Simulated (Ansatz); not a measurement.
## Course of a relaxation: CsPbSe3

The cell of CsPbSe3 is invented: perovskite family, AX3 layers stacked AB (P6_3/mmc, No. 194) (A site Cs; B site Pb; X site Se). The dimensions are guesses.

```
Cs Pb Se
1.0
     8.40510    0.00000    0.00000
    -4.20255    7.27903    0.00000
     0.00000    0.00000    7.06028
Cs Pb Se
2 2 6
Direct
  0.33333 0.66667 0.75000
  0.66667 0.33333 0.25000
  0.00000 0.00000 0.00000
  0.00000 0.00000 0.50000
  0.83333 0.66667 0.75000
  0.33333 0.16667 0.75000
  0.83333 0.16667 0.75000
  0.16667 0.33333 0.25000
  0.66667 0.83333 0.25000
  0.16667 0.83333 0.25000
```

These are results of DFT PBE, scalar-relativistic, plane waves, PAW in Ansatz 0.2.0, not measurements. Cutoff 420 eV, Gaussian smearing, Γ-centred meshes. Cell and atoms relax first on a coarse mesh and then on a finer one. In between, the cell is made exact in the group found at 0.06 Å. In metals the finer mesh still leaves noise of several meV/atom or more. The steps can't lower the symmetry of their start. No spin polarisation.

Steps on the 3×3×4 mesh (10 atoms, 10 steps). The free energy counts from the last step; the plane-wave basis is renewed at times, which shifts energy and pressure.

| step | ΔF (meV/atom) | V (Å³/atom) | P (GPa) | largest force component (eV/Å) |
| --- | --- | --- | --- | --- |
| 1 | 213.8 | 43.20 | -2.90 | 0.725 |
| 2 | 134.6 | 40.56 | -1.73 | 0.389 |
| 3 | 105.5 | 37.42 | 0.60 | 0.552 |
| 4 | 80.4 | 34.24 | 0.82 | 0.363 |
| 5 | 42.6 | 31.59 | 1.77 | 0.650 |
| 6 | 15.4 | 30.51 | 2.44 | 0.095 |
| 7 | 18.5 | 34.56 | -2.02 | 0.077 |
| 8 | 0.1 | 32.04 | 0.35 | 0.023 |
| 9 | -0.3 | 32.31 | 0.05 | 0.007 |
| 10 | 0.0 | 32.31 | 0.05 | 0.008 |

The relaxed structure, after a last relaxation on the converged mesh:

```cif
data_structure
_symmetry_space_group_name_H-M 'P 1'
_symmetry_Int_Tables_number 1
_cell_length_a 7.0900
_cell_length_b 7.0900
_cell_length_c 7.4573
_cell_angle_alpha 90.000
_cell_angle_beta 90.000
_cell_angle_gamma 120.000
_cell_volume 324.65
loop_
_atom_site_label
_atom_site_type_symbol
_atom_site_fract_x
_atom_site_fract_y
_atom_site_fract_z
_atom_site_occupancy
Cs1 Cs 0.33333 0.66667 0.75000 1
Cs2 Cs 0.66667 0.33333 0.25000 1
Pb1 Pb 0.00000 0.00000 0.00000 1
Pb2 Pb 0.00000 0.00000 0.50000 1
Se1 Se 0.80397 0.60793 0.75000 1
Se2 Se 0.39207 0.19603 0.75000 1
Se3 Se 0.80397 0.19603 0.75000 1
Se4 Se 0.19603 0.39207 0.25000 1
Se5 Se 0.60793 0.80397 0.25000 1
Se6 Se 0.19603 0.80397 0.25000 1
```

The symmetry stays P6_3/mmc (No. 194). The volume per atom shrinks by 24.8 %, from 43.2 to 32.5 Å³. The shortest distance goes from 3.00 Å (Pb–Se) to 2.92 Å (Se–Se). The ratio c/a of the conventional cell changes by a factor of 1.25. The energy falls by about 0.18 eV/atom (the start's value is from the coarse mesh). Cs is surrounded by 6 Se at 3.56 Å and 6 Se at 4.09 Å; Pb is surrounded by 6 Se at 3.04 Å; Se is surrounded by 2 Se at 2.92 Å, 2 Pb at 3.04 Å, 2 Cs at 3.56 Å and 2 Cs at 4.09 Å.

```yaml
Volume_per_atom: 32.46 Å³
Density: 5.90 g/cm³
Energy_over_the_elements: −0.37 eV/atom
Gap_on_the_6×6×6_mesh_of_the_10-atom_cell: 0 eV (a metal)
```

Energies over the elements count from the elements' standard structures at the same level, with no fitted energy shifts.

The last run used Gaussian smearing of 0.10 eV. These runs have no spin–orbit coupling, which can matter for Pb. The reference form of Se is held partly by dispersion forces, which this level lacks. A structure relaxed within its symmetry needn't be a true minimum. In all, the 3 runs took 16 min on 1 thread of Intel(R) Xeon(R) Processor @ 2.50GHz (Skylake/Cascade Lake) (shared host).
